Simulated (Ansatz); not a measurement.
In (diamond type), DFT, PBEsol, all-electron LAPW, scalar-relativistic (Ansatz 0.2.0), on 1 thread of Arm Neoverse V1 (shared host).

Command: `ansatz run input.yaml --threads 1 --pin off --max-ram 2048MiB --backend cpu --events-out ev --progress --plain --runs-dir out`

```yaml
crystal:
  lattice:
    - [0.0, 2.5158201898, 2.5158201898]
    - [2.5158201898, 0.0, 2.5158201898]
    - [2.5158201898, 2.5158201898, 0.0]
  atoms:
    - { symbol: In, position: [-0.125, -0.125, -0.125] }
    - { symbol: In, position: [0.125, 0.125, 0.125] }
kpoints:
  mp_grid: { grid: [10, 10, 10] }
  band_path:
    path:
      - [0.0, 0.0, 0.0]
      - [0.5, 0.0, 0.5]
      - [0.625, 0.25, 0.625]
      - [0.375, 0.375, 0.75]
      - [0.0, 0.0, 0.0]
      - [0.5, 0.5, 0.5]
      - [0.5, 0.25, 0.75]
      - [0.5, 0.0, 0.5]
    npoints: 8
scf:
  occupations: { method: fermi_dirac, width: 0.08 }
hamiltonian:
  xc: pbesol
  pseudopotentials: { kind: all_electron, lapw: { basis_error: 0.001 } }
output:
  forces: true
  stress: true
  eigenvalues: true
  populations: true
  dos: { projected: true, de: 0.2, e_range: [-14, 8] }
```

Q: How large is the problem that the program sets up?

A: 47 irreducible k-points, 725 plane waves at Γ, 45 bands.

Q: About how long does it take?

A: 51 s of wall time for 8 SCF iterations. Times on shared machines scatter by tens of per cent.
